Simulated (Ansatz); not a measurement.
CrO2 (rutile)

```xyz
6
Lattice="4.4446 0.0000 0.0000 0.0000 4.4446 0.0000 0.0000 0.0000 2.9209" Properties=species:S:1:pos:R:3 pbc="T T T"
Cr     0.0000     0.0000     0.0000
Cr     2.2223     2.2223     1.4604
O      1.3493     1.3493     0.0000
O      3.5715     0.8730     1.4604
O      0.8730     3.5715     1.4604
O      3.0953     3.0953     0.0000
```

The relaxed cell is deformed in two ways at once: its volume V is scaled, and at that volume it is stretched along z (the c axis of the conventional cell) so that c/a changes. Fractional atomic positions are held.

The numbers are results of PBE (plane waves to 420 eV, PAW, scalar-relativistic; Ansatz, a quantum-chemistry and plane-wave program), not measurements. k mesh 11×11×16 (Γ-centred), Fermi-Dirac smearing 0.05 eV. Energies are smeared free energies. As the atoms are clamped, bonds stretch with the cell, which overstates energies and stresses. With partly filled bands, the response to shear is sensitive to the k mesh, so small differences along c/a are uncertain. CrO2 is run spin-polarised and with no Hubbard U. CrO2 was relaxed with its symmetry unable to fall. Relaxed CrO2 ends ferromagnetic. Other magnetic orders were not checked, so this need not be the ground state. The zero of ΔE is the relaxed starting cell.

Task: Give the computed ΔE (eV/atom) at all points of the grid V/V₀ = 0.920, 0.960, 1.000, 1.040, 1.080 by (c/a)/(c/a)₀ = 0.920, 0.960, 1.000, 1.040, 1.080.

Result: ΔE (eV/atom), with V/V₀ across and (c/a)/(c/a)₀ down:

```csv
(c/a)/(c/a)₀ \ V/V₀,0.920,0.960,1.000,1.040,1.080
0.920,0.111,0.059,0.038,0.040,0.062
0.960,0.071,0.025,0.009,0.016,0.043
1.000,0.054,0.012,0.000,0.011,0.040
1.040,0.056,0.018,0.008,0.021,0.052
1.080,0.075,0.039,0.030,0.044,0.076
```

(A scan under strain: stresses follow from slopes of the energy per volume, elastic moduli from its curvatures.)
